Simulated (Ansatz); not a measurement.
**Ba2ZrS4: pressure against volume**

Ba2ZrS4, I4/mmm, a = 4.883 Å, c = 15.438 Å. The structure is a Materials Project entry; whether it is the stable form wasn't checked. Ansatz: LDA, PAW, 420 eV, Γ-centred 10×10×10 mesh on 7 atoms, Gaussian smearing 0.02 eV; no spin polarisation. Shape and atoms are relaxed at each volume; pressure is positive in compression.

```
V (Å³/atom) P (GPa)
     23.140    11.20
     23.929     7.69
     24.717     4.70
     25.506     2.15
     26.295    -0.01
     27.084    -1.85
     27.873        ?
     28.925    -5.08
```

Take V0 = 26.295 Å³/atom, count pressures from its P0 = -0.01 GPa, fit the third-order Birch–Murnaghan form to the other rows, and predict the missing pressure.

With the Eulerian strain f = ½[(V0/V)^(2/3) − 1] and y = (P − P0)/[3f(1 + 2f)^(5/2)], the form is the line y = B0 + 1.5 B0 (B0′ − 4) f. Rows (f, y): 0.04447, 67.9; 0.03244, 67.6; 0.02106, 67.2; 0.01026, 66.7; -0.00976, 66.0; -0.03079, 64.3. Means f = 0.01128, y = 66.617; Σ(Δf)² = 0.003859, ΣΔfΔy = 0.1795; the slope is their ratio. y = 66.09 + 46.51 f GPa, so B0 = 66.1 GPa and B0′ = 4 + 2 × (46.51)/(3 × 66.09) = 4.47. At V = 27.873, f = -0.01905, y = 65.20 and P = -3.39 GPa. The run gave -3.40 GPa, so the fit is 0.01 GPa too high, within the rms miss on the fitted rows (0.02 GPa).